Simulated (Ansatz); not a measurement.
**La2S3O12, one structure, two calculations**

Cell: a Materials Project structure (computed, not necessarily an observed phase).

Space group R-3c:H (No. 167); a = 9.6842, c = 24.6058 Å, γ = 120.00°.

| site | Wyckoff | site symmetry | x | y | z |
| --- | --- | --- | --- | --- | --- |
| La | 12c | 3. | 0.0000 | 0.0000 | 0.8551 |
| S | 18e | .2 | 0.6255 | 0.6667 | 0.4167 |
| O11 | 36f | 1 | 0.5490 | 0.6905 | 0.4654 |
| O23 | 36f | 1 | 0.3569 | 0.4757 | 0.5757 |

One atom of each set is listed; the run and its k-mesh use a cell of 34 atoms with edges of 9.93, 9.93, 9.93 Å.

First run. Level of theory: DFT, PBE, plane waves and PAW, scalar-relativistic, 420 eV cutoff, Γ-centred 3×3×3 k-points, Fermi–Dirac smearing 0.02 eV (Ansatz 0.2.0).

```csv
site,V_zz (10²¹ V/m²),η
La,3.62,0.00
S,0.42,0.05
O11,13.78,0.01
O23,13.67,0.02
```

Second run. The same atoms and settings, except that the functional is r2SCAN and the cutoff is 500 eV.

(1) Given the first result, estimate the second.

Answers

(1) 

| site | V_zz | η | change of V_zz |
| --- | --- | --- | --- |
| La | 3.66 | 0.00 | +0.04 |
| S | 0.40 | 0.05 | -0.02 |
| O11 | 14.17 | 0.00 | +0.39 |
| O23 | 14.09 | 0.02 | +0.42 |

The largest change of V_zz is on O23, from 13.67 to 14.09. In per cent, |V_zz| changes by +1 on La, +3 on O (all sites that start above 0.5).

Without spin–orbit coupling (the program notes it for La) the gradients are little affected as a rule: paired runs on crystals with a gap mostly move them by under 2 % at such atoms.
For the second run: The largest force is 0.6 eV/Å, so the atoms aren't at the calculated equilibrium and relaxing them would move these values.
